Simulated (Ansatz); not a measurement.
SnSe:
```xyz
2
Lattice="0.0000 3.0075 3.0075 3.0075 0.0000 3.0075 3.0075 3.0075 0.0000" Properties=species:S:1:pos:R:3 pbc="T T T"
Sn     0.0000     0.0000     0.0000
Se     3.0075     3.0075     3.0075
```

Relaxed with r²SCAN.

Task: Map the valence electron density (e/Å³), cut off at 3 on the plane through (0.000, 0.000, 0.000) spanned by u = [1, 0, 0] and v = [0, 1, -1] in lattice vectors, from r²SCAN (plane waves, PAW; program Ansatz).

Result: x is the fraction of u, y of v (the angle between them is 90°; rows are the nearest grid lines); atoms in the plane: Sn at (0.00, 0.00), Se at (0.50, 0.50).
```
|9999310000000000139999|
|9999310000000000139999|
|9995210000000000125999|
|9953100000000000013599|
|3321000000000000001233|
|1110000001111000000111|
|0000000111221110000000|
|0000001123443211000000|
|0000001259999521000000|
|0000011399999931100000|
|0000012499999942100000|
|0000012499999942100000|
|0000011399999931100000|
|0000001259999521000000|
|0000001123443211000000|
|0000000111221110000000|
|1110000001111000000111|
|3321000000000000001233|
|9953100000000000013599|
|9995210000000000125999|
|9999310000000000139999|
|9999310000000000139999|
```
Scale: ten equal steps from 0.053 (start of '0') to 3.00 (end of '9'), in the order '0123456789'; x runs from 0.000 to 1.00, y from 0.000 (bottom) to 1.00 (top).

The density is the valence pseudo-density with augmentation charge, so density and ELF within about 1 Å of a nucleus are not all-electron values.

Space group Fm-3m (rock salt). The workflow started from a Materials Project entry (that database holds measured and hypothetical structures alike); the Crystallography Open Database files this formula in space group No. 225, but the cells were not matched. It is not the phase usual at ambient conditions (space group No. 62). The cell was relaxed with r²SCAN under the symmetry of its start; its stability against distortions is not shown here. Spin–orbit coupling is left out wherever it is not named.

Potentials: the later of the program's two PAW sets.
